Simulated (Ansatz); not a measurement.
Here is the system:

TlBr (zinc blende, F-43m), a = b = c = 7.5039 Å, α = β = γ = 90.00°; the cell used has 2 atoms.

This is the PBE-relaxed structure.

### Question
All from DFT-PBE in the program Ansatz with PAW potentials, unless another level is named. Predict the largest static χ(2) component.

### Answer
30 pm/V.

### Question
And the Bader charges?

### Answer
Br -0.66, Tl +0.66 e.

### Question
And the electronic dielectric constant ε∞ (DFPT)?

### Answer
3.11.

A made-up cell: these elements were put on the sites of a structure type; neither database checked (COD, Materials Project) lists it. COD files the formula under space group No. 221, so this cell is another polymorph or a model. Its standing as an ambient phase is unchecked. The cell was relaxed with PBE under the symmetry of its start; phonons on a q-mesh show no instability. Spin–orbit coupling is left out wherever it is not named.

Potentials: the later of the program's two PAW sets.
